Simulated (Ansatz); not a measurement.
GaP (zinc blende, space group No. 216), LDA (plane waves, PAW; program Ansatz): ε∞ = 10.6, cell volume 39.18 Å³. Infrared-active transverse modes:

```
ω_TO (cm⁻¹)  oscillator strength S_xx (e²/amu)
-----------  ---------------------------------
365.0                                   0.1953
```

Problem. Compute the static dielectric constant.

Solution. Each mode adds (4.921e7/V) S/ω²: 1.84. So ε0 = 12.5.

Problem. What LO frequency does the Lyddane–Sachs–Teller relation give?

Solution. ω_LO = ω_TO √(ε0/ε∞) = 395 cm⁻¹.

Space group F-43m (zinc blende). Symmetry was held in the LDA relaxation. Spin–orbit coupling is left out wherever it is not named.

Potentials: the earlier of the program's two PAW sets. The files were generated under PBE; for other functionals the program regenerates the frozen cores, and for LDA and PBEsol the local potential too.
